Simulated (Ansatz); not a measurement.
## Bi-209 nuclear quadrupole resonance in Bi2Te3 at a changed volume

Cell: an entry of the Crystallography Open Database (COD), relaxed with PBE at fixed cell and then changed (volume scaled by 1.04, ions relaxed).

```cif
data_structure
_symmetry_space_group_name_H-M 'P 1'
_symmetry_Int_Tables_number 1
_cell_length_a 10.6142
_cell_length_b 10.6142
_cell_length_c 10.6142
_cell_angle_alpha 24.166
_cell_angle_beta 24.166
_cell_angle_gamma 24.166
_cell_volume 176.13
loop_
_atom_site_label
_atom_site_type_symbol
_atom_site_fract_x
_atom_site_fract_y
_atom_site_fract_z
_atom_site_occupancy
Bi1 Bi 0.39914 0.39914 0.39914 1
Bi2 Bi 0.60086 0.60086 0.60086 1
Te3 Te 0.00000 0.00000 0.00000 1
Te4 Te 0.21197 0.21197 0.21197 1
Te5 Te 0.78803 0.78803 0.78803 1
```

Sites (sets of like atoms) are named by element and the number of their first atom in this list.

Level of theory: DFT, PBE, plane waves and PAW, scalar-relativistic, 420 eV cutoff, Γ-centred 12×12×12 k-points, Fermi–Dirac smearing 0.02 eV (Ansatz 0.2.0).

Bi-209: I = 9/2, Q = -516.0 mb (year-2017 value). Static lattice, zero field.

Question: At which frequencies do the Bi-209 NQR lines lie?

Answer: For I = 9/2 and η = 0 the lines are |C_Q|/24 times 1, 2, 3 and 4; η shifts the lowest up most.

```tsv
site	atoms	V_zz (10²¹ V/m²)	C_Q (MHz)	η	line frequencies (MHz)
Bi	1, 2	1.82	-22.7	0.00	0.947, 1.89, 2.84, 3.79
```

An axis of threefold or higher order runs through Bi, so V_zz lies along it and η is zero.

Spin–orbit coupling is left out, which shifts gradients on Bi by a few per cent in wide-gap crystals, and can shift them far more where the calculated gap is small or absent, as here. Newer work puts Q(²⁰⁹Bi) near −420 mb, which would lower these couplings by about a fifth. With a gap of 0.3 eV on this mesh, the gradients can still move by some per cent as the k-mesh gets denser.
